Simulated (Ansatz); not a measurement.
Input, command and steps of an Ansatz relaxation.

```yaml
crystal:
  lattice:
    - [3.767218555, -3.2930898341, 0.0]
    - [3.767218555, 3.2930898341, 0.0]
    - [0.0, 0.0, 9.0170502908]
  atoms:
    - { symbol: Al, position: [0.3195002536, 0.3195002536, 0.0] }
    - { symbol: Al, position: [0.6804997464, 0.6804997464, 0.5] }
    - { symbol: Al, position: [0.6804997464, 0.6804997464, 0.0] }
    - { symbol: Al, position: [0.3195002536, 0.3195002536, 0.5] }
    - { symbol: Al, position: [0.8571118717, 0.1428881283, 0.0984601054] }
    - { symbol: Al, position: [0.1428881283, 0.8571118717, 0.5984601054] }
    - { symbol: Al, position: [0.8571118717, 0.1428881283, 0.4015398946] }
    - { symbol: Al, position: [0.1428881283, 0.8571118717, 0.9015398946] }
    - { symbol: Al, position: [0.0209382365, 0.6180463446, 0.25] }
    - { symbol: Al, position: [0.9790617635, 0.3819536554, 0.75] }
    - { symbol: Al, position: [0.3819536554, 0.9790617635, 0.25] }
    - { symbol: Al, position: [0.6180463446, 0.0209382365, 0.75] }
    - { symbol: Ru, position: [0.5352381941, 0.4647618059, 0.25] }
    - { symbol: Ru, position: [0.4647618059, 0.5352381941, 0.75] }
basis:
  ecutwfc: 500
kpoints:
  mp_grid: { grid: [8, 8, 4] }
hamiltonian:
  xc: r2scan
scf:
  occupations: { method: gaussian, width: 0.1 }
output:
  forces: true
  stress: true
  eigenvalues: true
relax:
  adjacent_minimum: "off"
  f_tol: 0.01
  max_steps: 30
  cell: { stress_tol: 0.1, fix: [volume] }
```

```bash
ansatz run input.yaml --threads 4 --pin off --max-ram 10240MiB --backend cpu --events-out ev --progress --plain --runs-dir out
```

Theory: DFT r2SCAN, scalar-relativistic, plane waves, PAW in Ansatz 0.2.0.

The volume is held at 1.03 times that of the relaxed cell.

Of 4 frames 3 are shown, positions in Å and forces in eV/Å; the SCF threshold varies from step to step. Steps run on the plane waves of an earlier cell, with a Pulay correction in the pressure. The basis is chosen afresh for the last frame, the zero of the energies, and at times for earlier ones too; energy and pressure can step there, also at an unchanged geometry. Where two frames share a geometry here, they differ by under 2 meV/atom and 0.3 GPa.

```xyz
14
Lattice="3.7672 -3.2931 0.0000 3.7672 3.2931 0.0000 0.0000 0.0000 9.0170" Properties=species:S:1:pos:R:3:forces:R:3 pbc="T T T" step=1 free_energy_over_end_meV_per_atom=0.22 pressure_GPa=-3.54
Al    2.4073    0.0000    0.0000    0.0426    0.0000    0.0000
Al    5.1272    0.0000    4.5085   -0.0426    0.0000    0.0000
Al    5.1272    0.0000    0.0000   -0.0426    0.0000    0.0000
Al    2.4073    0.0000    4.5085    0.0426    0.0000    0.0000
Al    3.7672   -2.3520    0.8878    0.0000    0.0488    0.0653
Al    3.7672    2.3520    5.3963    0.0000   -0.0488    0.0653
Al    3.7672   -2.3520    3.6207    0.0000    0.0488   -0.0653
Al    3.7672    2.3520    8.1292    0.0000   -0.0488   -0.0653
Al    2.4072    1.9663    2.2543   -0.0140   -0.0385    0.0000
Al    5.1272   -1.9663    6.7628    0.0140    0.0385    0.0000
Al    5.1272    1.9663    2.2543    0.0140   -0.0385    0.0000
Al    2.4072   -1.9663    6.7628   -0.0140    0.0385    0.0000
Ru    3.7672   -0.2321    2.2543    0.0000   -0.0671    0.0000
Ru    3.7672    0.2321    6.7628    0.0000    0.0671    0.0000
14
Lattice="3.7572 -3.2980 0.0000 3.7572 3.2980 0.0000 0.0000 0.0000 9.0276" Properties=species:S:1:pos:R:3:forces:R:3 pbc="T T T" step=2 free_energy_over_end_meV_per_atom=0.04 pressure_GPa=-3.36
Al    2.4051    0.0000    0.0000   -0.0197    0.0000    0.0000
Al    5.1093    0.0000    4.5138    0.0197    0.0000    0.0000
Al    5.1093    0.0000    0.0000    0.0197    0.0000    0.0000
Al    2.4051    0.0000    4.5138   -0.0197    0.0000    0.0000
Al    3.7572   -2.3592    0.8948    0.0000   -0.0217   -0.0077
Al    3.7572    2.3592    5.4086    0.0000    0.0217   -0.0077
Al    3.7572   -2.3592    3.6190    0.0000   -0.0217    0.0077
Al    3.7572    2.3592    8.1328    0.0000    0.0217    0.0077
Al    2.3983    1.9520    2.2569   -0.0036    0.0176    0.0000
Al    5.1161   -1.9520    6.7707    0.0036   -0.0176    0.0000
Al    5.1161    1.9520    2.2569    0.0036    0.0176    0.0000
Al    2.3983   -1.9520    6.7707   -0.0036   -0.0176    0.0000
Ru    3.7572   -0.2445    2.2569    0.0000    0.0000    0.0000
Ru    3.7572    0.2445    6.7707    0.0000    0.0000    0.0000
14
Lattice="3.7603 -3.2934 0.0000 3.7603 3.2934 0.0000 0.0000 0.0000 9.0327" Properties=species:S:1:pos:R:3:forces:R:3 pbc="T T T" step=4 free_energy_over_end_meV_per_atom=0.00 pressure_GPa=-3.39
Al    2.4063    0.0000    0.0000   -0.0047    0.0000    0.0000
Al    5.1144    0.0000    4.5164    0.0047    0.0000    0.0000
Al    5.1144    0.0000    0.0000    0.0047    0.0000    0.0000
Al    2.4063    0.0000    4.5164   -0.0047    0.0000    0.0000
Al    3.7603   -2.3571    0.8959    0.0000   -0.0043    0.0044
Al    3.7603    2.3571    5.4122    0.0000    0.0043    0.0044
Al    3.7603   -2.3571    3.6205    0.0000   -0.0043   -0.0044
Al    3.7603    2.3571    8.1369    0.0000    0.0043   -0.0044
Al    2.4002    1.9531    2.2582   -0.0005    0.0010    0.0000
Al    5.1205   -1.9531    6.7746    0.0005   -0.0010    0.0000
Al    5.1205    1.9531    2.2582    0.0005    0.0010    0.0000
Al    2.4002   -1.9531    6.7746   -0.0005   -0.0010    0.0000
Ru    3.7603   -0.2427    2.2582    0.0000   -0.0005    0.0000
Ru    3.7603    0.2427    6.7746    0.0000    0.0005    0.0000
```

It took 56 s on 4 threads of Oxide Virtual Turin-like Processor (Zen 5), on a shared host, peak memory 1.5 GiB.